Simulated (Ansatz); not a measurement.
**All-electron card of LaHg₂**

```
CELL_PARAMETERS angstrom
4.95800 0.00000 0.00000
-2.47900 4.29375 0.00000
0.00000 0.00000 3.64000
ATOMIC_POSITIONS crystal
La 0.00000 0.00000 0.00000
Hg 0.33333 0.66667 0.50000
Hg 0.66667 0.33333 0.50000
```

Atoms are numbered in the order listed.

Conventional cell: a = 4.958 Å, b = 4.958 Å, c = 3.640 Å, α = 90.00°, β = 90.00°, γ = 120.00°. La (atom 1) has 12 Hg at 3.39 Å and 2 La at 3.64 Å as nearest neighbours. Hg (atom 2) is surrounded by 3 Hg at 2.86 Å.

The cell comes from COD entry 1523851, which wasn't checked; take it as a given geometry.

No spin–orbit coupling, which matters for the heavy atoms here.

Levels of theory: DFT, LDA, all-electron LAPW, scalar-relativistic (Ansatz 0.2.0); DFT, LDA, PAW with Ansatz's default frozen-core files, scalar-relativistic (Ansatz 0.2.0).

For LAPW: a Γ-centred 8×8×9 k mesh, Fermi–Dirac smearing of 0.08 eV, basis error target 1 meV/atom, no spin polarisation. PAW takes a cutoff of 420 eV at this cell (files made with PBE, cores remade for this functional). The Ansatz runs share mesh, smearing and spin set-up. Values come from LAPW unless marked.

```
Löwdin charges (with 0.79 e of the cell spilling out of the atomic basis, so their sizes and signs hang on that basis) : La1 -0.80, Hg2 0.79 e
Volume per atom                                                                                                        : 25.83 Å³
```

(1) Give the computed value. Stress xx, yy, zz (compression positive).

(2) Give the computed value. Band gap.

(3) Predict this quantity. Bader charges (from the PAW run).

(4) Density of states at the Fermi level (0.2 eV bin): what does the calculation give?

(5) Pressure at this cell: what does the calculation give?

Results:

(1) -2.70, -2.70, -3.58 GPa.

(2) none: with an odd electron count and no spin polarisation the bands can't all be full, a metal in this set-up (in compounds, spin order or a distortion in a larger cell can open a gap).

(3) La1 +1.35, Hg2 -0.67 e.

(4) 2.83 states/eV per cell.

(5) -3.00 GPa.
